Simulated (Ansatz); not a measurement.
HfSbH5: start and end of a relaxation

The guess for HfSbH5 was made by a generator: random cell by space group and Wyckoff sites (R-3m, No. 166). The dimensions are guesses.

start.cif

```cif
data_structure
_symmetry_space_group_name_H-M 'P 1'
_symmetry_Int_Tables_number 1
_cell_length_a 5.2350
_cell_length_b 5.2350
_cell_length_c 5.2350
_cell_angle_alpha 59.481
_cell_angle_beta 59.481
_cell_angle_gamma 59.481
_cell_volume 100.24
loop_
_atom_site_label
_atom_site_type_symbol
_atom_site_fract_x
_atom_site_fract_y
_atom_site_fract_z
_atom_site_occupancy
Hf1 Hf 0.00000 0.00000 0.00000 1
Sb1 Sb 0.50000 0.50000 0.50000 1
H1 H 0.80986 0.80986 0.80986 1
H2 H 0.19014 0.19014 0.19014 1
H3 H 0.00000 0.00000 0.50000 1
H4 H 0.50000 0.00000 0.00000 1
H5 H 0.00000 0.50000 0.00000 1
```

The calculation used Ansatz, DFT PBE, scalar-relativistic, plane waves, PAW. Cutoff 420 eV, Gaussian smearing, Γ-centred meshes. Cell and atoms relax first on a coarse mesh and then on a finer one. In between, the cell is made exact in the group found at 0.06 Å. In metals the finer mesh still leaves noise of several meV/atom or more. The steps can't lower the symmetry of their start. No spin polarisation.

end.cif

```cif
data_structure
_symmetry_space_group_name_H-M 'P 1'
_symmetry_Int_Tables_number 1
_cell_length_a 4.1483
_cell_length_b 4.1483
_cell_length_c 4.1483
_cell_angle_alpha 74.822
_cell_angle_beta 74.822
_cell_angle_gamma 74.822
_cell_volume 65.05
loop_
_atom_site_label
_atom_site_type_symbol
_atom_site_fract_x
_atom_site_fract_y
_atom_site_fract_z
_atom_site_occupancy
Hf1 Hf 0.00000 0.00000 0.00000 1
Sb1 Sb 0.50000 0.50000 0.50000 1
H1 H 0.78223 0.78223 0.78223 1
H2 H 0.21777 0.21777 0.21777 1
H3 H 0.00000 0.00000 0.50000 1
H4 H 0.50000 0.00000 0.00000 1
H5 H 0.00000 0.50000 0.00000 1
```

The symmetry stays R-3m (No. 166). The volume per atom shrinks by 35.1 %, from 14.3 to 9.3 Å³. The shortest distance goes from 1.53 Å (H–H) to 1.52 Å (H–H). The ratio c/a of the conventional cell changes by a factor of 0.71. The energy falls by about 0.53 eV/atom (the start's value is from the coarse mesh).

* Volume per atom: 9.29 Å³
* Density: 7.79 g/cm³
* Energy over the elements: +0.41 eV/atom
* Gap on the 12×12×12 mesh of the 7-atom cell: 0 eV (a metal)

Energies over the elements count from the elements' standard structures at the same level (H₂ as a molecule), with no fitted energy shifts. It can't be a ground state, since the elements alone are lower.

The last run used Gaussian smearing of 0.10 eV. These runs have no spin–orbit coupling, which can matter for Hf and Sb. With hydrogen, zero-point motion can shift formation energies by some tens of meV/atom. A structure relaxed within its symmetry needn't be a true minimum. In all, the 3 runs took 99 s on 1 thread of Intel(R) Xeon(R) Platinum 8488C (Sapphire Rapids), with other jobs on the host.
